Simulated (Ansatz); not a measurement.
CsCl (CsCl type)

```yaml
crystal:
  lattice:
    - [4.06865, 0.00000, 0.00000]
    - [0.00000, 4.06865, 0.00000]
    - [0.00000, 0.00000, 4.06865]
  atoms:
    - { symbol: Cs, position: [0.00000, 0.00000, 0.00000] }
    - { symbol: Cl, position: [0.50000, 0.50000, 0.50000] }
```

The volume is varied about the relaxed value V₀ at fixed cell shape. Symmetry pins the atoms to their sites.

Calculation: PBEsol (plane waves to 420 eV, PAW, scalar-relativistic; Ansatz, a quantum-chemistry and plane-wave program). k mesh 8×8×8 (Γ-centred), Fermi-Dirac smearing 0.05 eV. E stands for the smeared free energy. Stress and pressure are positive under compression. CsCl was relaxed with its symmetry unable to fall. ΔE is measured from the relaxed starting cell.

### Question
What ΔE (meV/atom) and P (GPa) does the calculation give at V/V₀ = 0.867, 0.893, 0.920, 1.053, 1.133, 1.160?

### Answer
| V/V₀ | ΔE (meV/atom) | P (GPa) |
|---|---|---|
| 0.867 | 46.4 | 3.85 |
| 0.893 | 27.9 | 2.80 |
| 0.920 | 14.7 | 1.92 |
| 1.053 | 5.0 | -0.84 |
| 1.133 | 26.6 | -1.66 |
| 1.160 | 36.5 | -1.85 |

(A scan under strain: stresses follow from slopes of the energy per volume, elastic moduli from its curvatures.)
